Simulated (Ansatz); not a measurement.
According to the program Ansatz at the PBEsol level (PAW), SiBCN in the trigonal phase (P3m1; B on 1b, Si on 1c, C on 1b, N on 1c) relaxes to a = 2.862 Å, c = 4.635 Å. B has 4 nearest neighbours from 1.60 Å (tetrahedral); Si has 4 nearest neighbours from 1.78 Å (tetrahedral); N has 4 nearest neighbours from 1.74 Å (tetrahedral). Its formation energy from the elements is -0.41 eV/atom, with no fitted shifts.

The Kohn–Sham gap is 2.40 eV (indirect). The valence maximum lies at Γ and the conduction minimum at K (2 equivalent valleys). HSE06 on the same cell gives 3.59 eV. Electrons at the band edge weigh 0.28, 0.52, 0.52 mₑ (principal values).

An equation-of-state fit gives a bulk modulus of 264 GPa. The relaxed-ion elastic constants in GPa are C11 = 524, C12 = 153, C13 = 77.5, C14 = 42.4, C33 = 731, C44 = 176. The elastic constants imply a Debye temperature near 1260 K. Perturbation theory gives ε∞ = 6.06 (xx = yy), 5.97 (zz). Letting the ions move raises it to ε0 = 11.4 (xx = yy), 9.09 (zz). Born charges are B +2.05, Si +2.85, C -2.59, N -2.32 e. The phonon dispersion is stable (no imaginary branch). Without the LO–TO term the highest mode at Γ lies at 30.28 THz.

The start of the workflow was typed in or built on a structure type; neither database checked (COD, Materials Project) lists it. Its standing as an ambient phase is unchecked. The PBEsol relaxation kept the symmetry of its start. The volume moved by -19 % from the start of the relaxation. The references are the lowest solids computed at this level, not always the standard phases (solids in place of the gases).

Potentials: the earlier of the program's two PAW sets. The files were generated under PBE; for other functionals the program regenerates the frozen cores, and for LDA and PBEsol the local potential too.
